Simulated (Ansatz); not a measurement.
Q: Each is relaxed and computed with PBE in the plane-wave PAW code Ansatz. Which is the only metal?
A. GeW2, P6_3/mmc (Ge on 2c, W on 2a, W on 2d)
B. SiGe, R-3m (Si on 6c, Ge on 6c)
C. WS2, P6_3/mmc (W on 2c, S on 4f)
D. WSe2, P6_3/mmc (W on 2c, Se on 4f)

A: A, GeW2, P6_3/mmc (Ge on 2c, W on 2a, W on 2d). GeW2: metal; WSe2: gap 1.47 eV (indirect); WS2: gap 1.63 eV (indirect); SiGe: gap 0.38 eV (indirect). Constructed cells (a structure type filled with these elements, in neither database checked): GeW2, P6_3/mmc (Ge on 2c, W on 2a, W on 2d). Typed or built starts, not in the databases checked: SiGe, R-3m (Si on 6c, Ge on 6c). Relaxed far from the usual cell of the phase: WSe2, P6_3/mmc (W on 2c, Se on 4f); WS2, P6_3/mmc (W on 2c, S on 4f). Weakly bound layers, chains or molecules computed without a dispersion correction, so cells and soft constants are ill determined: WSe2, P6_3/mmc (W on 2c, Se on 4f); WS2, P6_3/mmc (W on 2c, S on 4f). All cells were relaxed under the symmetry of their starts (and spin orders); stability against distortions was not tested throughout. Rows with no word on spin ran without spin polarisation. Spin–orbit coupling is left out wherever it is not named.

Potentials: the later of the program's two PAW sets.
